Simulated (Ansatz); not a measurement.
Recipe of this trial structure of MnCoC6N6: cyanide-bridged rock-salt net of two metals, 0 guest cations a cell (Fm-3m, No. 225). Its size is a rough estimate.

```
Mn Co C N
1.0
     0.00000    5.11550    5.11550
     5.11550    0.00000    5.11550
     5.11550    5.11550    0.00000
Mn Co C N
1 1 6 6
Direct
  0.00000 0.00000 0.00000
  0.50000 0.50000 0.50000
  0.81058 0.18942 0.18942
  0.18942 0.81058 0.18942
  0.18942 0.18942 0.81058
  0.18942 0.81058 0.81058
  0.81058 0.18942 0.81058
  0.81058 0.81058 0.18942
  0.69622 0.30378 0.30378
  0.30378 0.69622 0.30378
  0.30378 0.30378 0.69622
  0.30378 0.69622 0.69622
  0.69622 0.30378 0.69622
  0.69622 0.69622 0.30378
```

Method: DFT PBE, scalar-relativistic, plane waves, PAW (Ansatz 0.2.0). Cutoff 420 eV, Gaussian smearing, Γ-centred meshes. Cell and atoms relax first on a coarse mesh and then on a finer one. In between, the cell is made exact in the group found at 0.06 Å. In metals the finer mesh still leaves noise of several meV/atom or more. The steps can't lower the symmetry of their start, moments included. Collinear spin, starting moments -4 3 0 0 0 0 0 0 0 0 0 0 0 0 μB in the order of the atoms.

A guess keeps its type if space group and coordination stay and the shape of the cell changes little (axis ratios within about 15 %, angles within 6°); the volume may change.

Q: Does this structure survive the relaxation?

A: It keeps its type. The symmetry stays Fm-3m (No. 225). The volume per atom shrinks by 7.1 %, from 19.1 to 17.8 Å³. The shortest distance stays 1.17 Å (C–N). Counting neighbours within 15 % of an atom's shortest distance, the start has C 1, Co 6, Mn 6, N 1 and the end C 1, Co 6, Mn 6, N 1.

The last run used collinear spin, an 8×8×8 mesh for its 14-atom cell and Gaussian smearing of 0.10 eV. In such compounds of Co and Mn a zero gap at this level may well be an artefact, since no Hubbard U is applied. Another magnetic order may lie lower. A structure relaxed within its symmetry needn't be a true minimum. Another cell of MnCoC6N6 relaxed alike, in Fm-3m, lies 77 meV/atom lower, so this cell isn't the stable form at this level.
